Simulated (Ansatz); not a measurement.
Data:

C:
```
CELL_PARAMETERS angstrom
      2.32958     5.54873     0.00000
     -2.32958     5.54873     0.00000
     -1.54897     0.00000     3.26345
ATOMIC_POSITIONS crystal
  C  0.77382 0.81491 0.44802
  C  0.22618 0.18509 0.55198
  C  0.81491 0.77382 0.05198
  C  0.18509 0.22618 0.94802
  C  0.07674 0.55779 0.87655
  C  0.92326 0.44221 0.12345
  C  0.55779 0.07674 0.62345
  C  0.44221 0.92326 0.37655
```

This is the PBE-relaxed structure. x, y and z are the axes in which the lattice vectors are written.

Problem. All from PBE (plane waves, PAW; program Ansatz), unless another level is named. Give the smallest direct gap on the standard path.

Solution. 1.17 eV.

Problem. Give the hole effective mass.

Solution. 0.53 along x (mₑ).

Problem. Next, the electron effective mass?

Solution. 0.43, 0.48, 10 mₑ (principal values).

Problem. Give the conduction-band minimum.

Solution. off the standard path, at k = (0.341, -0.336, -0.393).

Problem. Next, the valence-band maximum?

Solution. at Γ.

Space group C2/c. The start of the workflow was typed in or built on a structure type; neither database checked (COD, Materials Project) lists it. It is not the phase usual at ambient conditions (space group No. 194, 227). The PBE relaxation kept the symmetry of its start; its stability against distortions is not shown here. The volume moved by 147 % from the start of the relaxation.

Potentials: the earlier of the program's two PAW sets.
